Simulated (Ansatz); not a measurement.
The relaxed structure here is a generated cell of Si2Ni: the first start was made by placing the elements on the sites of a structure type, and the end was not matched to a known phase here, so it may be hypothetical. Known forms of Si2Ni include space group No. 225.

One stationary structure of Si2Ni. Space group Pnnm (No. 58). Level of theory: r2SCAN (plane waves to 500 eV, PAW, scalar-relativistic; Ansatz, a program for electronic structure).

```xyz
6
Lattice="5.5330 0.0000 0.0000 0.0000 5.6097 0.0000 0.0000 0.0000 2.6059" Properties=species:S:1:pos:R:3 pbc="T T T"
Ni     2.7665     2.8048     1.3030
Ni     0.0000     0.0000     0.0000
Si     3.7516     4.9362     1.3030
Si     0.9851     3.4783     0.0000
Si     4.5480     2.1314     0.0000
Si     1.7814     0.6735     1.3030
```

Question: What is the computed magnetic moment (r2SCAN)?

Answer: Zero (the starting moments vanished).

No spin polarisation in the result: the starting moments vanished. A magnetic state may lie lower.

The run could not lose the symmetry of its start; a randomly shaken copy of 12 atoms returns to this structure.
